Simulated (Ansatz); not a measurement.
GaN:
```
CELL_PARAMETERS angstrom
      0.00000     2.24890     2.24890
      2.24890     0.00000     2.24890
      2.24890     2.24890     0.00000
ATOMIC_POSITIONS crystal
  N  0.75000 0.75000 0.75000
  Ga 0.00000 0.00000 0.00000
```

This is the r²SCAN-relaxed structure.

### Question
All from plane-wave PAW r²SCAN (Ansatz code), unless another level is named. Estimate the formation energy from the elements (no fitted shifts).

### Answer
-0.64 eV/atom.

### Question
Next, the hole effective mass, band 1 of 3 at the edge?

### Answer
0.86 along [100], 5.1 along [110], 1.9 along [111] (mₑ).

Space group F-43m (zinc blende). The r²SCAN relaxation kept the symmetry of its start. The references are the lowest solids computed at this level, not always the standard phases (solids in place of the gases). Scalar-relativistic: spin–orbit coupling is off unless named, which matters more the heavier the elements.

Potentials: the later of the program's two PAW sets.

Edges and masses are those of Kohn–Sham bands, whose gap is no quasiparticle gap.
